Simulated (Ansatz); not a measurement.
# AlIn₂N₃: do energies and stresses tell the same story?

Level of theory: DFT PBE, scalar-relativistic, plane waves, PAW (Ansatz 0.2.0).

Cutoff 420 eV; k points 6×6×6 on the computed 12-atom cell (Γ-centred); Gaussian smearing, width 0.02 eV; no spin polarisation.

Relaxed cell: Cmc2_1, a = 10.291 Å, b = 5.923 Å, c = 5.500 Å, α = 90.00°, β = 90.00°, γ = 90.00°, 12 atoms in the primitive cell. Whether it is the stable form of this composition wasn't checked.

Energies at zero smearing and pressures from the stress tensor, at volumes with shape and atoms relaxed:
```csv
V (Å³/atom),E − E(first) (meV/atom),P (GPa)
12.292,0.00,24.28
12.711,-53.28,16.67
13.130,-88.20,10.20
13.549,-107.45,4.69
13.968,-113.44,0.00
14.387,-108.09,-3.98
14.806,-93.15,-7.36
15.365,-60.77,-11.08
```

Q: Check P = −dE/dV between neighbouring volumes, and get the bulk modulus from the pressures alone.

A: With 1 eV/Å³ = 160.2 GPa:
```json
{"middle V (Å³/atom)": "12.501", "−ΔE/ΔV (GPa)": "20.372", "mean P (GPa)": "20.473"}
{"middle V (Å³/atom)": "12.920", "−ΔE/ΔV (GPa)": "13.349", "mean P (GPa)": "13.433"}
{"middle V (Å³/atom)": "13.340", "−ΔE/ΔV (GPa)": "7.364", "mean P (GPa)": "7.443"}
{"middle V (Å³/atom)": "13.759", "−ΔE/ΔV (GPa)": "2.287", "mean P (GPa)": "2.346"}
{"middle V (Å³/atom)": "14.178", "−ΔE/ΔV (GPa)": "-2.044", "mean P (GPa)": "-1.988"}
{"middle V (Å³/atom)": "14.597", "−ΔE/ΔV (GPa)": "-5.712", "mean P (GPa)": "-5.670"}
{"middle V (Å³/atom)": "15.086", "−ΔE/ΔV (GPa)": "-9.286", "mean P (GPa)": "-9.220"}
```

The two differ by 0.10 GPa at most. The mean of two end pressures misses the average over a step by about ΔV² P″/12, up to 0.10 GPa here; with that taken off 0.00 GPa remains. Around V = 13.968 Å³/atom, the two neighbours give B = −V ΔP/ΔV = 13.968 × 8.67 / 0.838 = 144.5 GPa, against B0 = 143.5 GPa from the Birch–Murnaghan fit of the energies.